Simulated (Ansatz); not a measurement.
NiSb:
Space group P6₃/mmc (No. 194); a = 3.974 Å, b = 3.974 Å, c = 5.159 Å, α = 90.00°, β = 90.00°, γ = 120.00°

| atom | site | symmetry | x | y | z |
|---|---|---|---|---|---|
| Ni | 2a | -3m. | 0.0000 | 0.0000 | 0.0000 |
| Sb | 2c | -6m2 | 0.3333 | 0.6667 | 0.2500 |

Relaxed with PBE.

Which orbitals make up the states near the Fermi level in PBE (plane waves, PAW; program Ansatz)?

Within 0.5 eV of the Fermi level: Ni 3d 53 %, Sb 5p 35 %, Sb 5s 7 %. Projections are on Löwdin-orthogonalised atomic valence shells; empty p or d shells of many metals are not among them.

Tabulate the density of states.

States/eV per cell of 4 atoms, in 0.25 eV bins, energy from the Fermi level.

```csv
E (eV),total,Ni 3d,Sb 5p,Ni 4s
-7.85,0.00,0.00,0.00,0.00
-7.60,0.00,0.00,0.00,0.00
-7.35,0.00,0.00,0.00,0.00
-7.10,0.00,0.00,0.00,0.00
-6.85,0.00,0.00,0.00,0.00
-6.60,0.00,0.00,0.00,0.00
-6.35,0.33,0.02,0.22,0.08
-6.10,1.36,0.11,0.87,0.28
-5.85,1.71,0.17,1.08,0.31
-5.60,1.73,0.19,1.17,0.24
-5.35,1.87,0.26,1.26,0.20
-5.10,1.89,0.33,1.22,0.18
-4.85,1.40,0.29,0.85,0.12
-4.60,1.70,0.40,0.99,0.15
-4.35,2.05,0.58,1.14,0.17
-4.10,1.85,0.62,0.99,0.13
-3.85,2.64,1.12,1.28,0.12
-3.60,4.23,2.26,1.72,0.14
-3.35,5.16,2.92,1.88,0.20
-3.10,3.37,2.05,1.13,0.08
-2.85,6.68,4.47,1.96,0.07
-2.60,9.74,7.21,2.09,0.13
-2.35,5.27,3.98,1.05,0.05
-2.10,5.76,5.40,0.18,0.04
-1.85,14.46,13.74,0.26,0.15
-1.60,6.72,6.14,0.32,0.09
-1.35,8.76,8.13,0.35,0.08
-1.10,4.92,4.12,0.58,0.07
-0.85,3.02,2.15,0.65,0.05
-0.60,2.45,1.58,0.67,0.04
-0.35,2.55,1.55,0.75,0.04
-0.10,2.48,1.43,0.77,0.05
0.15,2.15,1.00,0.82,0.05
0.40,2.20,0.90,0.95,0.05
0.65,1.64,0.59,0.80,0.04
0.90,1.29,0.43,0.65,0.04
1.15,2.00,0.61,1.03,0.11
1.40,1.97,0.54,1.09,0.10
1.65,1.76,0.43,1.03,0.08
1.90,1.54,0.35,0.94,0.07
2.15,1.46,0.31,0.91,0.07
2.40,1.64,0.32,1.05,0.10
2.65,1.66,0.30,1.09,0.09
2.90,1.44,0.24,0.97,0.09
3.15,1.49,0.22,1.01,0.13
3.40,1.19,0.16,0.79,0.13
3.65,0.95,0.11,0.50,0.19
3.90,1.20,0.11,0.40,0.39
4.15,1.23,0.08,0.28,0.45
4.40,1.58,0.08,0.35,0.52
4.65,2.22,0.10,0.48,0.64
4.90,2.03,0.09,0.50,0.67
```

Space group P6_3/mmc (NiAs type). Symmetry was held in the PBE relaxation; of distortions, only those at the zone centre were tested. The workflow began spin-polarised and lost its moments. Scalar-relativistic: spin–orbit coupling is off unless named, which matters more the heavier the elements.

Potentials: the later of the program's two PAW sets.
